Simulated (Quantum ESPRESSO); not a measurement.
Inputs of pw.x and gipaw.x (a modified build of Quantum ESPRESSO, PBE) for ZnSe; the starting potential comes from an earlier run on another mesh:

```
&CONTROL
  calculation = 'scf'
  prefix = 'x'
  pseudo_dir = './pseudo'
  outdir = './out'
  tprnfor = .true.
/
&SYSTEM
  ibrav = 0
  nat = 2
  ntyp = 2
  ecutwfc = 40
  ecutrho = 160
  occupations = 'fixed'
  nbnd = 9
/
&ELECTRONS
  conv_thr = 1e-11
  startingpot = 'file'
/
ATOMIC_SPECIES
Zn 65.380 Zn.GGA_PBE-JTH.UPF
Se 78.971 Se.GGA_PBE-JTH.UPF
CELL_PARAMETERS angstrom
    0.000000000000     2.832445000000     2.832445000000
    2.832445000000     0.000000000000     2.832445000000
    2.832445000000     2.832445000000     0.000000000000
ATOMIC_POSITIONS crystal
Zn     0.000000000000     0.000000000000     0.000000000000
Se     0.750000000000     0.750000000000     0.750000000000
K_POINTS automatic
8 8 8 1 1 1
```

```
&INPUTGIPAW
  job = 'nmr'
  prefix = 'x'
  tmp_dir = './out/'
  restart_mode = 'from_scratch'
  pawproj(1) = .true.
  pawproj(2) = .true.
  use_nmr_macroscopic_shape = .false.
/
```

The geometry is a computed Materials Project entry, not a measured one. It is ZnSe in F-43m. Stability against distortions was not tested.

### Question
Predict the shielding tensors that the run ends with.

### Answer
```
     f-sum rule (should be   -11.2895):
           -11.2917          0.0000          0.0000
            -0.0000        -11.2917          0.0000
             0.0000         -0.0000        -11.2917

     Total NMR chemical shifts in ppm: ---------------------------------------
     (adopting the Simpson convention for anisotropy and asymmetry)-----------

     Atom  1  Zn  pos: (  0.000000  0.000000  0.000000)  Total sigma:        1276.88
          1276.8807          0.0000          0.0000
             0.0000       1276.8807          0.0000
             0.0000          0.0000       1276.8807

     Zn      1    anisotropy:      0.00    eta:    0.0000
     Zn      1    sigma_11=   1276.88
     Zn      1    sigma_22=   1276.88
     Zn      1    sigma_33=   1276.88

     Atom  2  Se  pos: (  1.060660  1.060660  1.060660)  Total sigma:        1874.51
          1874.5079         -0.0000         -0.0000
            -0.0000       1874.5079          0.0000
            -0.0000         -0.0000       1874.5079

     Se      2    anisotropy:      0.00    eta:    0.0000
     Se      2    sigma_11=   1874.51
     Se      2    sigma_22=   1874.51
     Se      2    sigma_33=   1874.51
```
The printed anisotropy is 3/2 (σ_33 − σ_iso) in the program's own order; the axes are left out here. All sites are cubic, so the anisotropy vanishes by symmetry. These are absolute shieldings with no macroscopic susceptibility term; δ = σ_ref − σ needs a reference computed alike. By our sweeps, such settings leave a few ppm in absolute σ on light atoms and up to some 20 ppm from Zn on. No spin–orbit coupling; Se is the heaviest element present. The datasets of Se hold no d projectors, which limits absolute σ on these atoms.
